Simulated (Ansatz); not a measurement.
TaAg:
```
CELL_PARAMETERS angstrom
      1.34285    -5.74507     0.00000
      1.34285     5.74507     0.00000
      0.00000     0.00000     4.52888
ATOMIC_POSITIONS crystal
  Ta 0.68200 0.31800 0.25000
  Ag 0.93644 0.06356 0.25000
  Ta 0.31800 0.68200 0.75000
  Ag 0.06356 0.93644 0.75000
```

Relaxed with r²SCAN.

Q: Give the Bader charges and basin volumes of the independent atoms, plane-wave PAW r²SCAN (Ansatz code).

A: 

```
atom  Bader charge (e)  Bader volume (Å³)
----  ----------------  -----------------
Ta1              +0.49               17.3
Ag2              -0.49               17.6
```

Space group Cmcm. The start of the workflow was typed in or built on a structure type; neither database checked (COD, Materials Project) lists it. Whether it is the stable phase at ambient conditions was not checked. The r²SCAN relaxation kept the symmetry of its start; its stability against distortions is not shown here. The run is not spin-polarised. Its formation energy is positive at this level, so the cell may be metastable or incomplete. Scalar-relativistic: spin–orbit coupling is off unless named, which matters more the heavier the elements.

Potentials: the earlier of the program's two PAW sets.
